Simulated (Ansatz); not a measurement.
FeSb (P63/mmc); Fe2 tilted by 120° from z and held.

```
CELL_PARAMETERS angstrom
4.06000 0.00000 0.00000
-2.03000 3.51606 0.00000
0.00000 0.00000 5.13000
ATOMIC_POSITIONS crystal
Fe 0.00000 0.00000 0.00000
Fe 0.00000 0.00000 0.50000
Sb 0.33333 0.66667 0.25000
Sb 0.66667 0.33333 0.75000
```

The geometry is a structure as deposited in COD (the entry's cell lengths or inner coordinates differ somewhat from later room-temperature determinations), held fixed and not relaxed.

Settings: LDA, 8×8×6 k mesh, Fermi–Dirac smearing of 0.1 eV. LAPW is all-electron LAPW in Ansatz 0.2.0. Site moments are integrated in spheres about the atoms. Start moments (μB): Fe1 1.5, Fe2 1.5.

The self-consistent cycle went as follows.

```json
{"iteration": "1", "Harris–Foulkes energy less the last (meV)": "-2957.705", "density residual (eV)": "1.1e+01", "∫|m| (μB)": "2.0366"}
{"iteration": "2", "Harris–Foulkes energy less the last (meV)": "-3076.210", "density residual (eV)": "1.4e+00", "∫|m| (μB)": "2.4609"}
{"iteration": "3", "Harris–Foulkes energy less the last (meV)": "-519.785", "density residual (eV)": "1.8e+00", "∫|m| (μB)": "2.4117"}
{"iteration": "4", "Harris–Foulkes energy less the last (meV)": "-181.994", "density residual (eV)": "7.3e-01", "∫|m| (μB)": "2.4126"}
{"iteration": "5", "Harris–Foulkes energy less the last (meV)": "-71.368", "density residual (eV)": "2.7e-01", "∫|m| (μB)": "2.4273"}
{"iteration": "6", "Harris–Foulkes energy less the last (meV)": "-24.800", "density residual (eV)": "1.7e-02", "∫|m| (μB)": "2.4257"}
{"iteration": "7", "Harris–Foulkes energy less the last (meV)": "-9.218", "density residual (eV)": "2.8e-03", "∫|m| (μB)": "2.4119"}
{"iteration": "8", "Harris–Foulkes energy less the last (meV)": "-7.946", "density residual (eV)": "7.1e-04", "∫|m| (μB)": "2.4072"}
{"iteration": "9", "Harris–Foulkes energy less the last (meV)": "-8.130", "density residual (eV)": "6.9e-05", "∫|m| (μB)": "2.4165"}
{"iteration": "10", "Harris–Foulkes energy less the last (meV)": "-8.182", "density residual (eV)": "6.3e-05", "∫|m| (μB)": "2.4328"}
{"iteration": "11", "Harris–Foulkes energy less the last (meV)": "-8.363", "density residual (eV)": "2.7e-05", "∫|m| (μB)": "2.4583"}
{"iteration": "12", "Harris–Foulkes energy less the last (meV)": "-8.451", "density residual (eV)": "5.9e-05", "∫|m| (μB)": "2.4751"}
{"iteration": "13", "Harris–Foulkes energy less the last (meV)": "-8.466", "density residual (eV)": "3.2e-05", "∫|m| (μB)": "2.4788"}
{"iteration": "14", "Harris–Foulkes energy less the last (meV)": "-8.388", "density residual (eV)": "4.8e-06", "∫|m| (μB)": "2.4787"}
{"iteration": "15", "Harris–Foulkes energy less the last (meV)": "-8.432", "density residual (eV)": "2.3e-06", "∫|m| (μB)": "2.4802"}
{"iteration": "16", "Harris–Foulkes energy less the last (meV)": "-8.422", "density residual (eV)": "6.7e-08", "∫|m| (μB)": "2.4806"}
{"iteration": "17", "Harris–Foulkes energy less the last (meV)": "-26.669", "density residual (eV)": "7.4e-05", "∫|m| (μB)": "2.4851"}
{"iteration": "18", "Harris–Foulkes energy less the last (meV)": "-51.704", "density residual (eV)": "3.6e-04", "∫|m| (μB)": "2.5323"}
{"iteration": "19", "Harris–Foulkes energy less the last (meV)": "-23.109", "density residual (eV)": "6.6e-05", "∫|m| (μB)": "2.4821"}
{"iteration": "20", "Harris–Foulkes energy less the last (meV)": "-21.349", "density residual (eV)": "1.2e-04", "∫|m| (μB)": "2.4787"}
{"iteration": "21", "Harris–Foulkes energy less the last (meV)": "-13.378", "density residual (eV)": "1.3e-04", "∫|m| (μB)": "2.4778"}
{"iteration": "22", "Harris–Foulkes energy less the last (meV)": "-1.572", "density residual (eV)": "2.9e-05", "∫|m| (μB)": "2.4810"}
{"iteration": "23", "Harris–Foulkes energy less the last (meV)": "0.692", "density residual (eV)": "1.8e-05", "∫|m| (μB)": "2.4431"}
{"iteration": "24", "Harris–Foulkes energy less the last (meV)": "0.252", "density residual (eV)": "5.1e-06", "∫|m| (μB)": "2.4532"}
{"iteration": "25", "Harris–Foulkes energy less the last (meV)": "0.056", "density residual (eV)": "2.3e-07", "∫|m| (μB)": "2.4563"}
{"iteration": "26", "Harris–Foulkes energy less the last (meV)": "0.068", "density residual (eV)": "3.2e-06", "∫|m| (μB)": "2.4529"}
{"iteration": "27", "Harris–Foulkes energy less the last (meV)": "0.044", "density residual (eV)": "1.4e-06", "∫|m| (μB)": "2.4523"}
{"iteration": "28", "Harris–Foulkes energy less the last (meV)": "0.000", "density residual (eV)": "1.0e-08", "∫|m| (μB)": "2.4528"}
{"iteration": "29", "Harris–Foulkes energy less the last (meV)": "-0.008", "density residual (eV)": "3.8e-09", "∫|m| (μB)": "2.4530"}
{"iteration": "30", "Harris–Foulkes energy less the last (meV)": "0.000", "density residual (eV)": "6.7e-11", "∫|m| (μB)": "2.4530"}
```

Site moments (μB): Fe1 (0.00, 0.00, 1.10); Fe2 (0.95, 0.00, -0.55); Sb3 (-0.01, 0.00, -0.01); Sb4 (-0.01, 0.00, -0.01). Cell moment 1.06 μB.

The Ansatz runs typed with the search for lower states off end where their start leads. Spin–orbit coupling is left out although heavy atoms are present. These are results for the start and cell typed. The real compound can order otherwise, in a larger cell, or not at all, since semilocal functionals at zero temperature often overstate magnetism.
